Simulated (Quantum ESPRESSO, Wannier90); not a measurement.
**Tight-binding from DFT: RbBr (rock salt)**

Cell from Materials Project (mp-22867), symmetrised, no further relaxation. COD (Crystallography Open Database) has an entry of this formula and space group (matched by these alone). Level: PBEsol, spinors with spin-orbit coupling; pw.x of Quantum ESPRESSO at 37 Ry with PseudoDojo potentials, 6×6×6 k-points, Wannier90. Density: 8×8×8 mesh, cold smearing 0.01 Ry.

```
begin unit_cell_cart
ang
    0.0000000000    3.4559500000    3.4559500000
    3.4559500000    0.0000000000    3.4559500000
    3.4559500000    3.4559500000    0.0000000000
end unit_cell_cart
mp_grid = 6 6 6
```

Neighbour vectors b of the finite-difference formula (Å⁻¹), by shell:

```
shell       b_x       b_y       b_z
-----  --------  --------  --------
1       0.15151   0.15151  -0.15151
1       0.15151  -0.15151   0.15151
1      -0.15151   0.15151   0.15151
1       0.15151   0.15151   0.15151
1      -0.15151  -0.15151   0.15151
1      -0.15151   0.15151  -0.15151
1       0.15151  -0.15151  -0.15151
1      -0.15151  -0.15151  -0.15151
```

Q: Find the weights w_b from the completeness condition Σ_b w_b b_α b_β = δ_αβ.

A: Shell 1: Σ b_x² = 0.184, Σ b_y² = 0.184, Σ b_z² = 0.184 Å⁻²
Each of the three diagonal sums, weighted, has to give 1 and the off-diagonal ones 0, which holds for w_1 = 5.45 Å². Check on xx: 5.45×0.184 = 1.00.

On this mesh the 8 functions of bands 3-4,11-16 (valence bands; start: SCDM (isolated), conv_tol = 1.0e-6) end with spreads 1.4970, 1.4965, 1.4955, 1.4958, 1.4976, 1.4961, 1.4961, 1.4983 Å², Ω_I = 10.2446 Å² and Ω_D = 0.0001 Å².

Ω_total is the sum of the spreads, 11.973 Å². Ω_OD = Ω_total − Ω_I − Ω_D = 1.728 Å². Only (Ω_D + Ω_OD)/Ω_total = 14.4 % depends on the gauge, and another start could lower the total by that share at most. The rms radius is √(Ω_total/8) = 1.22 Å.
